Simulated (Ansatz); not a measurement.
TiO$_{2}$ (rutile)

```
CELL_PARAMETERS angstrom
      4.64340     0.00000     0.00000
      0.00000     4.64340     0.00000
      0.00000     0.00000     2.96385
ATOMIC_POSITIONS crystal
  Ti 0.00000 0.00000 0.00000
  Ti 0.50000 0.50000 0.50000
  O  0.30513 0.30513 0.00000
  O  0.80513 0.19487 0.50000
  O  0.19487 0.80513 0.50000
  O  0.69487 0.69487 0.00000
```

This relaxed cell (volume V₀) is scaled evenly in all directions, its shape held. The atoms relax within the cell's symmetry.

The numbers are results of PBE (plane waves to 420 eV, PAW, scalar-relativistic; Ansatz, an electronic-structure program), not measurements. k mesh 8×8×12 (Γ-centred), Fermi-Dirac smearing 0.05 eV. The energy includes the smearing's −TS. Compression counts positive. TiO2 is run without spin polarisation. TiO2 was relaxed with its symmetry unable to fall. ΔE is measured from the relaxed starting cell.

Q: Estimate the ΔE (meV/atom) and P (GPa) for V/V₀ = 0.940, 0.952, 0.964, 0.976, 0.988, 1.024, 1.048, 1.060.

A: 
| V/V₀ | ΔE (meV/atom) | P (GPa) |
|---|---|---|
| 0.940 | 28.7 | 15.2 |
| 0.952 | 17.9 | 11.8 |
| 0.964 | 9.9 | 8.5 |
| 0.976 | 4.3 | 5.5 |
| 0.988 | 1.0 | 2.7 |
| 1.024 | 3.9 | -4.8 |
| 1.048 | 14.9 | -8.9 |
| 1.060 | 22.8 | -10.8 |

(Under strain, the slope of the energy per volume gives the stress and its curvature an elastic modulus.)
